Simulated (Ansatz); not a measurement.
Eigenvalues along a path: CdTe

```
Cd Te
1.0
     0.00000    2.77630    2.77630
     2.77630    0.00000    2.77630
     2.77630    2.77630    0.00000
Cd Te
1 1
Direct
  0.00000 0.00000 0.00000
  0.25000 0.25000 0.25000
```

The base volume is that of a database entry, so it needn't be at zero pressure; the structure needn't be the stable phase, at rest or compressed.

Computed with Ansatz 0.2.0; functional PBE, scalar-relativistic. Settings: a Γ-centred 10×10×10 k mesh, Fermi–Dirac smearing of 0.05 eV, no spin polarisation. Methods: PAW: frozen-core files, cutoff 420 eV.

This run: volume at 0.65 of the series' base cell.

Spin–orbit coupling is left out, which matters for the heavy atoms.

Path points, in fractions of the reciprocal vectors: Γ (0.000, 0.000, 0.000), X (-0.500, -0.500, 0.000), U (-0.375, -0.375, 0.250), K (-0.375, 0.000, 0.375), L (0.000, 0.000, 0.500), W (-0.500, -0.250, 0.250). The distance column jumps between branches of the path. Levels in eV from the valence-band top; bands 10 to 20, counted from the lowest band of the run. The gap is 1.18 eV, the pressure 65.0 GPa.

```
# k(1/Å) point b10 b11 b12 b13 b14 b15 b16 b17 b18 b19 b20
0.000 Γ -15.16 -11.28 -11.28 -11.28 -10.51 -10.51 0.00 0.00 0.00 2.08 3.86
0.189 - -15.07 -11.27 -11.25 -11.25 -10.52 -10.51 -0.78 -0.51 -0.51 2.83 3.41
0.377 - -14.84 -11.23 -11.16 -11.16 -10.55 -10.49 -2.12 -1.52 -1.52 2.57 3.73
0.566 - -14.51 -11.14 -11.04 -11.04 -10.52 -10.47 -3.60 -2.55 -2.55 1.89 3.32
0.754 - -14.20 -11.08 -10.90 -10.90 -10.45 -10.27 -5.11 -3.39 -3.39 1.44 2.55
0.943 - -13.99 -11.07 -10.78 -10.78 -10.44 -9.71 -6.48 -3.94 -3.94 1.23 2.02
1.132 X -13.91 -11.08 -10.74 -10.74 -10.44 -9.28 -7.19 -4.14 -4.14 1.18 1.82
1.198 - -13.91 -11.08 -10.74 -10.74 -10.44 -9.27 -7.19 -4.22 -4.12 1.25 1.90
1.265 - -13.91 -11.07 -10.75 -10.74 -10.44 -9.23 -7.18 -4.44 -4.06 1.38 2.15
1.332 - -13.92 -11.06 -10.76 -10.74 -10.45 -9.17 -7.18 -4.73 -3.96 1.50 2.62
1.398 - -13.92 -11.05 -10.78 -10.73 -10.46 -9.10 -7.18 -5.04 -3.83 1.62 3.25
1.465 - -13.93 -11.05 -10.80 -10.71 -10.48 -9.05 -7.19 -5.30 -3.66 1.74 3.97
1.532 U -13.94 -11.05 -10.83 -10.68 -10.49 -9.03 -7.19 -5.48 -3.46 1.88 4.73
2.225 K -13.94 -11.05 -10.83 -10.68 -10.49 -9.03 -7.19 -5.48 -3.46 1.88 4.73
2.425 - -14.02 -11.05 -10.93 -10.61 -10.53 -9.41 -6.88 -5.38 -2.73 2.42 6.20
2.625 - -14.20 -11.06 -11.03 -10.62 -10.56 -10.10 -5.95 -4.59 -1.87 3.11 5.43
2.825 - -14.48 -11.12 -11.10 -10.87 -10.56 -10.44 -4.59 -3.39 -1.05 3.63 4.82
3.025 - -14.81 -11.20 -11.18 -11.13 -10.54 -10.50 -2.95 -1.96 -0.44 3.32 4.27
3.225 - -15.06 -11.26 -11.25 -11.24 -10.52 -10.51 -1.18 -0.61 -0.10 2.70 3.91
3.425 Γ -15.16 -11.28 -11.28 -11.28 -10.51 -10.51 0.00 0.00 0.00 2.08 3.86
3.588 - -15.09 -11.26 -11.26 -11.26 -10.51 -10.51 -0.97 -0.18 -0.18 2.50 4.07
3.751 - -14.92 -11.22 -11.22 -11.18 -10.52 -10.52 -2.65 -0.59 -0.59 2.57 4.50
3.915 - -14.67 -11.17 -11.17 -11.00 -10.52 -10.52 -4.39 -1.05 -1.05 2.39 4.78
4.078 - -14.43 -11.13 -11.13 -10.63 -10.51 -10.51 -6.00 -1.44 -1.44 2.22 4.77
4.241 - -14.26 -11.10 -11.10 -10.49 -10.49 -10.06 -7.37 -1.70 -1.70 2.11 4.66
4.405 L -14.20 -11.10 -11.10 -10.49 -10.49 -9.62 -8.09 -1.80 -1.80 2.07 4.61
4.538 - -14.18 -11.09 -11.08 -10.51 -10.49 -9.58 -8.03 -2.24 -1.93 2.44 4.26
4.672 - -14.13 -11.08 -11.03 -10.55 -10.50 -9.49 -7.84 -3.17 -2.32 3.08 3.89
4.805 - -14.05 -11.05 -10.98 -10.59 -10.51 -9.36 -7.56 -4.14 -2.92 3.50 3.93
4.938 - -13.99 -11.03 -10.93 -10.61 -10.54 -9.17 -7.27 -4.92 -3.63 3.75 4.37
5.072 - -13.94 -11.01 -10.89 -10.60 -10.57 -8.97 -7.13 -5.23 -4.34 4.05 4.97
5.205 W -13.92 -11.01 -10.87 -10.59 -10.58 -8.86 -7.15 -5.05 -4.84 4.24 5.56
5.299 - -13.92 -11.01 -10.86 -10.63 -10.54 -8.89 -7.15 -4.99 -4.80 3.77 4.64
5.394 - -13.92 -11.03 -10.84 -10.67 -10.50 -8.97 -7.16 -4.84 -4.68 3.01 3.74
5.488 - -13.92 -11.04 -10.81 -10.70 -10.47 -9.07 -7.17 -4.62 -4.51 2.29 2.97
5.582 - -13.91 -11.06 -10.78 -10.72 -10.45 -9.18 -7.18 -4.39 -4.33 1.71 2.36
5.676 - -13.91 -11.08 -10.75 -10.73 -10.44 -9.25 -7.19 -4.21 -4.19 1.32 1.96
5.771 X -13.91 -11.08 -10.74 -10.74 -10.44 -9.28 -7.19 -4.14 -4.14 1.18 1.82
```
